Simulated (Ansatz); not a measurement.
# SrPd5: do energies and stresses tell the same story?

These are results of DFT PBEsol, scalar-relativistic, plane waves, PAW (Ansatz 0.2.0), not measurements.

Cutoff 420 eV; k points 12×12×8 on the computed 6-atom cell (Γ-centred); Gaussian smearing, width 0.10 eV; no spin polarisation.

Relaxed cell: P6/mmm, a = 5.362 Å, b = 5.362 Å, c = 4.355 Å, α = 90.00°, β = 90.00°, γ = 120.00°, 6 atoms in the primitive cell. Whether it is the stable form of this composition wasn't checked.

Energies at zero smearing and pressures from the stress tensor, at volumes with shape and atoms relaxed:
| V (Å³/atom) | E − E(first) (meV/atom) | P (GPa) |
| --- | --- | --- |
| 16.989 | 0.00 | 9.33 |
| 17.531 | -22.63 | 4.24 |
| 18.073 | -29.53 | 0.01 |
| 18.616 | -23.38 | -3.50 |
| 19.158 | -6.38 | -6.41 |

Task: Check P = −dE/dV between neighbouring volumes, and get the bulk modulus from the pressures alone.

Result: With 1 eV/Å³ = 160.2 GPa:
```
middle V (Å³/atom)  −ΔE/ΔV (GPa) mean P (GPa)
            17.260         6.688         6.782
            17.802         2.038         2.122
            18.344        -1.819        -1.749
            18.887        -5.022        -4.957
```

The two differ by 0.09 GPa at most. The mean of two end pressures misses the average over a step by about ΔV² P″/12, up to 0.08 GPa here; with that taken off 0.02 GPa remains. Around V = 18.073 Å³/atom, the two neighbours give B = −V ΔP/ΔV = 18.073 × 7.74 / 1.084 = 129.0 GPa, against B0 = 128.3 GPa from the Birch–Murnaghan fit of the energies.

Cost: 6 runs of about 13 core-minutes in all, on Arm Neoverse V1 (shared hosts).